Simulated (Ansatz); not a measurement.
Relaxed-ion elastic tensor of TiO2 (rutile, space group No. 136) in GPa (Voigt order), DFT-PBE in the program Ansatz with PAW potentials; density 4.15 g/cm³, 10.65 Å³ per atom.

```
     1    2    3    4    5    6
-  ---  ---  ---  ---  ---  ---
1  258  169  148  0.0  0.0  0.0
2  169  258  148  0.0  0.0  0.0
3  148  148  473  0.0  0.0  0.0
4  0.0  0.0  0.0  115  0.0  0.0
5  0.0  0.0  0.0  0.0  115  0.0
6  0.0  0.0  0.0  0.0  0.0  212
```

Problem. Is the crystal mechanically stable?

Solution. Yes: the smallest eigenvalue of C is 89.6 GPa.

Problem. Work out the Voigt, Reuss and Hill averages.

Solution. K_V = 213, K_R = 202, K_H = 208; G_V = 123, G_R = 95.3, G_H = 109 GPa.

Problem. Give Young's modulus, Poisson's ratio, Pugh's ratio and the universal anisotropy index.

Solution. E = 9KG/(3K + G) = 279 GPa; ν = 0.28; K/G = 1.90 (ductile by the Pugh limit of 1.75); A_U = 5G_V/G_R + K_V/K_R − 6 = 1.53.

Problem. Estimate the sound speeds and the Debye temperature.

Solution. v_l = √((K + 4G/3)/ρ) = 9230 m/s, v_t = √(G/ρ) = 5130 m/s, mean 5720 m/s; Θ = (h/k)(3n/4πV)^(1/3) v_m = 774 K.

Problem. Solve the Christoffel equation for the three sound speeds along x, y, z.

Solution. Eigenvalues of C_ijkl n_j n_l equal ρv². In km/s, slowest first: x 5.27, 7.14, 7.89; y 5.27, 7.14, 7.89; z 5.27, 5.27, 10.68.

Problem. How much does each axis shrink under pressure?

Solution. Linear compressibilities β_i = Σ_j S_ij (j = 1 to 3): x 2.1, y 2.1, z 0.82 per TPa.

Space group P4_2/mnm (rutile). The cell was relaxed with PBE under the symmetry of its start. At this level the phase is dynamically unstable (imaginary phonons). The run is not spin-polarised.

Potentials: the later of the program's two PAW sets.
